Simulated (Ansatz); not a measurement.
A scan (energy against volume; even scaling of the relaxed cell, symmetry kept) gave these values. Calculation: PBE (plane waves to 420 eV, PAW, scalar-relativistic; Ansatz, an electronic-structure program).

Bulk modulus B₀ (third-order Birch-Murnaghan fit): 21.8 GPa
Pressure derivative B₀′ (fit): 4.7
Equilibrium volume of the fit: 37.74 Å³/atom

Of these crystals, all scanned alike, which one is it?
A) HfN (rock salt)
B) MgO (rock salt)
C) CsPbCl₃ (cubic perovskite)
D) Al (fcc, Cu type)

C, CsPbCl₃ (cubic perovskite). The others have, for the bulk modulus: MgO 149 GPa, Al 76.5 GPa, HfN 263 GPa

All were relaxed with their symmetry unable to fall. HfN is run without spin polarisation. Spin-orbit coupling is left out. The PAW data are Ansatz's earlier set. This is a high-temperature form of CsPbCl3.

(A scan under strain: stresses follow from slopes of the energy per volume, elastic moduli from its curvatures.)
